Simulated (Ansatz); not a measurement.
## Ansatz 0.2.0, single run: MnSi₂Mo₂

The input file (Ansatz 0.2.0, plane waves):

```yaml
crystal:
  lattice:
    - [6.298569, 0.0, 0.0]
    - [0.0, 6.298569, 0.0]
    - [0.0, 0.0, 3.439938]
  atoms:
    - { symbol: Mn, position: [0.0, 0.0, 0.0] }
    - { symbol: Mn, position: [0.5, 0.5, 0.0] }
    - { symbol: Si, position: [0.39, 0.89, 0.0] }
    - { symbol: Si, position: [0.11, 0.39, 0.0] }
    - { symbol: Si, position: [0.61, 0.11, 0.0] }
    - { symbol: Si, position: [0.89, 0.61, 0.0] }
    - { symbol: Mo, position: [0.18, 0.68, 0.5] }
    - { symbol: Mo, position: [0.32, 0.18, 0.5] }
    - { symbol: Mo, position: [0.82, 0.32, 0.5] }
    - { symbol: Mo, position: [0.68, 0.82, 0.5] }
  symmetry: { tolerance: 0.0003 }
kpoints:
  mp_grid: { grid: [3, 3, 5], shift: [0, 0, 0] }
magnetization:
  spin_polarized: false
scf:
  occupations: { method: fermi_dirac }
hamiltonian:
  pseudopotentials: { kind: paw }
  xc: pbe
  hubbard: { sites: [{ species: Mn, l: d, u_eff: 8.0 }], double_counting: fll }
  dispersion: d3bjatm
basis:
  ecutwfc: 420
output:
  forces: true
  stress: true
  eigenvalues: true
```

Run with:

```bash
ansatz run input.yaml --threads 1 --pin off --max-ram 2560MiB --backend cpu --events-out ev --progress --plain --runs-dir out
```

Origin of the cell: a known structure type with other elements, at an estimated volume, so it need not be a known compound.

The smearing width isn't typed, so it takes its default of 0.1 eV.

Output (shortened):

```
SCF iter   1: F=—  HF=-30183.405769 eV  Δρ=4.11e-1  dr2=3.43e2
SCF iter   2: F=—  HF=-30198.969646 eV  Δρ=5.45e-1  dr2=4.74e2  defer=4
SCF iter   3: F=—  HF=-30159.206704 eV  Δρ=2.76e-1  dr2=9.95e1  defer=1
SCF iter   4: F=—  HF=-30155.391717 eV  Δρ=2.21e-1  dr2=9.59e1
SCF iter   5: F=—  HF=-30151.953819 eV  Δρ=1.02e-1  dr2=1.65e1
SCF iter   6: F=—  HF=-30151.445455 eV  Δρ=3.58e-2  dr2=7.79e-1  defer=2
SCF iter   7: F=—  HF=-30154.374610 eV  Δρ=6.01e-2  dr2=5.37e0  recentre
SCF iter   8: F=—  HF=-30153.035921 eV  Δρ=5.16e-2  dr2=2.15e0
SCF iter   9: F=—  HF=-30152.095440 eV  Δρ=6.60e-2  dr2=6.61e0
SCF iter  10: F=—  HF=-30152.419133 eV  Δρ=3.54e-2  dr2=1.29e0
[… 19 lines left out …]
SCF iter  30: F=—  HF=-30156.596913 eV  Δρ=7.73e-4  dr2=3.98e-4
SCF iter  31: F=—  HF=-30156.601086 eV  Δρ=5.01e-4  dr2=1.47e-4
SCF iter  32: F=—  HF=-30156.604446 eV  Δρ=4.52e-4  dr2=1.30e-4
SCF iter  33: F=—  HF=-30156.606503 eV  Δρ=3.47e-4  dr2=1.57e-4
SCF iter  34: F=—  HF=-30156.607348 eV  Δρ=1.25e-4  dr2=6.25e-6
SCF iter  35: F=—  HF=-30156.607434 eV  Δρ=4.81e-5  dr2=1.78e-6
SCF iter  36: F=—  HF=-30156.607443 eV  Δρ=2.95e-5  dr2=4.13e-7
SCF iter  37: F=—  HF=-30156.607442 eV  Δρ=2.95e-5  dr2=2.22e-7
SCF iter  38: F=—  HF=-30156.607444 eV  Δρ=1.28e-5  dr2=4.34e-8
SCF iter  39: F=-30156.607445 eV  HF=-30156.607445 eV  Δρ=2.58e-6  dr2=1.92e-9
SCF 1 converged in 39 iterations: F = -30156.607445 eV  dr2 = 1.92e-9
SCF converged after 39 iterations
Free energy (F): -30156.607445 eV
Harris-Foulkes:  -30156.607445 eV  (|F-HF|=1.21e-8)
Internal energy: -30156.449293 eV  (E = F + TS)
E sigma→0 (E₀):  -30156.528369 eV
Entropy (-TS):   -0.158152 eV (-15.815 meV/atom)
Fermi energy:    17.484842 eV
--- Per-component energies (eV) ---
  E_band       = -657.793965
  E_kinetic    = 2572.263549
  E_local      = -8063.669343  (includes V_loc(G=0)·N_el)
  E_nonlocal   = 1177.392955
  E_hartree    = 3147.348101
  E_xc         = -1194.022465
  E_vxc        = -1409.807316  (∫ρ·V_xc dr)
  E_hubbard    = 5.901557  (on-site DFT+U / exact-exchange correction)
  E_vhub       = -34.325124  (the Hubbard potential's part of the band-sum identity)
  E_paw        = -17464.921634  (= ΣΔE_a)
  E_vpaw       = -1194.345002  (= ΣTr[D̂ρ^β])
  E_aug_tail   = 0.000151  (compensation charges beyond the density's cutoff)
  E_ewald      = -10331.798036
  E_disp       = -4.944127  (pairwise vdW)
  E_smearing   = -0.158152  (= −TS)
  Σ components = -30156.607445   (vs F -30156.607445, Δ=0.00e0)
--- Forces (eV/Å), atoms counted from 1 ---
  atom   1  Mn     0.000000     0.000000     0.000000
  atom   2  Mn     0.000000     0.000000     0.000000
  atom   3  Si    -5.291435    -5.291435     0.000000
  atom   4  Si     5.291435    -5.291435     0.000000
  atom   5  Si     5.291435     5.291435     0.000000
  atom   6  Si    -5.291435     5.291435     0.000000
  atom   7  Mo    -0.483616    -0.483616     0.000000
  atom   8  Mo     0.483616    -0.483616     0.000000
  atom   9  Mo     0.483616     0.483616     0.000000
  atom  10  Mo    -0.483616     0.483616     0.000000
  max |Σ_I F_I| component: 8.33e-16 eV/Å
--- Stress (GPa, compression-positive) ---
       17.633003       0.000000       0.000000
        0.000000      17.633003       0.000000
        0.000000       0.000000      -2.850311
  P = ⅓ Tr σ = 10.8052 GPa (108.052 kbar)
Occupation matrices written to <dir>
```

Caveats: no spin polarisation, so a magnetic state may lie lower; the given cell is far from equilibrium, with atoms too close or a volume far off; the k mesh is coarse if the cell is a metal.

Time: 22 s on 1 thread of Intel(R) Xeon(R) Platinum 8488C (Sapphire Rapids), with other jobs on the host, peak memory 0.53 GiB, from the program's own first density.
